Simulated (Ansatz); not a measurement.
The end of the path is a generated cell of BeNi: the first start was made by placing the elements on the sites of a structure type, and the end was not matched to a known phase here, so it may be hypothetical.

A geometry of BeNi away from equilibrium: step 13 of the relaxation of a generated cell, BeNi built in the AFLOW prototype AB_oP8_62_c_c (B29, as in SnS). Calculation: PBE (plane waves to 420 eV, PAW, scalar-relativistic; Ansatz, a quantum-chemistry and plane-wave program). Γ-centred k-mesh 4×11×11 on the run's cell (coarser than for final values), Fermi–Dirac smearing 0.05 eV.

```
BeNi
1.0
    8.27215     0.00000     0.00000
    0.00000     3.42397     0.00000
    0.00000     0.00000     2.51813
Ni Be
4 4
Direct
  0.65547   0.25000   0.50000
  0.15547   0.25000   0.00000
  0.34453   0.75000   0.50000
  0.84453   0.75000   0.00000
  0.42327   0.25000   0.00000
  0.92327   0.25000   0.50000
  0.57673   0.75000   0.00000
  0.07673   0.75000   0.50000
```
Spin-polarised start, with parallel moments on Ni.

**Question.** Which atoms carry the largest force, and which way does it point?

**Answer.** No atom: all forces are below 0.005 eV/Å; only the cell is out of equilibrium.

**Question.** What is the pressure?

**Answer.** +3.3 GPa, compression positive.

**Question.** How far above the relaxed end point is this geometry?

**Answer.** 0.01 eV/atom; the path ends in Cmcm (No. 63).

No spin polarisation in the result: the starting moments vanished. A magnetic state may lie lower.

The run could not lose the symmetry of its start, so the end can be a saddle point.
